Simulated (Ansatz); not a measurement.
C:
Space group P1 (No. 1); a = 3.7712 Å, b = 4.3498 Å, c = 4.7965 Å, α = 81.42°, β = 79.98°, γ = 75.25°

| atom | site | symmetry | x | y | z |
|---|---|---|---|---|---|
| C | 1a | 1 | 0.2651 | 0.0374 | 0.7099 |
| C | 1a | 1 | 0.0873 | 0.4711 | 0.3708 |
| C | 1a | 1 | 0.5759 | 0.7947 | 0.7750 |
| C | 1a | 1 | 0.8385 | 0.5443 | 0.8948 |
| C | 1a | 1 | 0.4323 | 0.5769 | 0.3456 |
| C | 1a | 1 | 0.8172 | 0.4958 | 0.2032 |
| C | 1a | 1 | 0.0371 | 0.3473 | 0.6861 |
| C | 1a | 1 | 0.4114 | 0.7907 | 0.5406 |

Relaxed at zero pressure with DFT-LDA in the program Ansatz with PAW potentials.

**Question.** The volume is raised by 6 % and shape and atoms relax at that volume. What pressure results, and how do the axes share the change?

**Answer.** -4.4 GPa; a 0.6 %, b 7.1 %, c 0.4 %; the energy rises by 7 meV/atom.

**Question.** Give the new structure.

**Answer.** 
Space group P1 (No. 1); a = 3.7932 Å, b = 4.6565 Å, c = 4.8175 Å, α = 82.35°, β = 79.88°, γ = 71.00°

| atom | site | symmetry | x | y | z |
|---|---|---|---|---|---|
| C | 1a | 1 | 0.2633 | 0.0396 | 0.7014 |
| C | 1a | 1 | 0.0957 | 0.4747 | 0.3717 |
| C | 1a | 1 | 0.5665 | 0.7885 | 0.7773 |
| C | 1a | 1 | 0.8443 | 0.5438 | 0.8946 |
| C | 1a | 1 | 0.4311 | 0.5770 | 0.3494 |
| C | 1a | 1 | 0.8231 | 0.4996 | 0.2032 |
| C | 1a | 1 | 0.0470 | 0.3502 | 0.6810 |
| C | 1a | 1 | 0.3937 | 0.7845 | 0.5475 |

The phase is kept; no other phase was compared at this pressure.

The start of the workflow was typed in or built on a structure type; neither database checked (COD, Materials Project) lists it. It is not the phase usual at ambient conditions (space group No. 194, 227). The cell was relaxed with LDA; its stability against distortions is not shown here. The volume moved by -16 % from the start of the relaxation.

Potentials: the later of the program's two PAW sets.
